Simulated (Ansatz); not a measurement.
Polymorphs of BaTiO3, each relaxed with r²SCAN (plane waves, PAW; program Ansatz):

A: R3m
a = 5.6801 Å, b = 5.6801 Å, c = 6.9943 Å, α = 90.00°, β = 90.00°, γ = 120.00°

```json
[
 {"atom": "Ba", "site": "3a", "symmetry": "3m", "x": "0.0000", "y": "0.0000", "z": "0.0013"},
 {"atom": "Ti", "site": "3a", "symmetry": "3m", "x": "0.0000", "y": "0.0000", "z": "0.5147"},
 {"atom": "O", "site": "9b", "symmetry": ".m", "x": "0.1699", "y": "0.3397", "z": "0.3184"}
]
```

B: cubic perovskite (Pm-3m)
a = b = c = 3.9941 Å, α = β = γ = 90.00°

```tsv
atom	site	symmetry	x	y	z
Ba	1a	m-3m	0.0000	0.0000	0.0000
Ti	1b	m-3m	0.5000	0.5000	0.5000
O	3c	4/mm.m	0.0000	0.5000	0.5000
```

Task: Rank these by energy per atom at 0 K (lowest first), as r²SCAN gives it.

Result: A (+0 meV/atom), B (+9 meV/atom)

Task: Give each one's gap.

Result: A 2.87 eV; B 2.17 eV.

Not the usual ambient phase: A; B. All cells were relaxed under the symmetry of their starts (and spin orders); stability against distortions was not tested throughout. Rows with no word on spin ran without spin polarisation. Spin–orbit coupling is left out wherever it is not named.

Energies hold the estimated change up to a 700 eV cutoff; steps of a few meV lie near the error of the meshes.

Potentials: the later of the program's two PAW sets.
